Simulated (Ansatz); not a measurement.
This run works on a generated trial structure, not on a known crystal.

Input and command of a plane-wave DFT calculation in Ansatz:

```yaml
crystal:
  lattice:
    - [4.83153807, 0.0, 0.0]
    - [-2.41576903, 4.18423471, 0.0]
    - [0.0, 0.0, 5.99277009]
  atoms:
    - { symbol: Cd, position: [0.0, 0.0, 0.0] }
    - { symbol: Cd, position: [0.33333333, 0.66666667, 0.5] }
    - { symbol: Se, position: [0.66666667, 0.33333333, 0.24226978] }
    - { symbol: Se, position: [0.66666667, 0.33333333, 0.75773022] }
    - { symbol: Se, position: [0.0, 0.0, 0.5] }
basis:
  ecutwfc: 420
kpoints:
  mp_grid: { grid: [4, 4, 3] }
hamiltonian:
  xc: pbe
scf:
  occupations: { method: gaussian, width: 0.2 }
  lower_state_search: "off"
output:
  forces: true
  stress: true
  eigenvalues: true
relax:
  adjacent_minimum: "off"
  f_tol: 0.08
  max_steps: 16
  cell: { stress_tol: 0.8 }
```

```bash
ansatz run input.yaml --threads 1 --pin off --max-ram 2560MiB --backend cpu --events-out ev --progress --plain --runs-dir out
```

Processor: Arm Neoverse V2, 1 thread, on a host shared with other jobs.

Task: Estimate time, memory and problem size.

Result: About 92 s, peak memory 0.37 GiB. It solves 53 bands at 8 k points (after reduction by symmetry) with about 2927 plane waves (on the last cell), in 86 SCF iterations over 14 ionic steps.
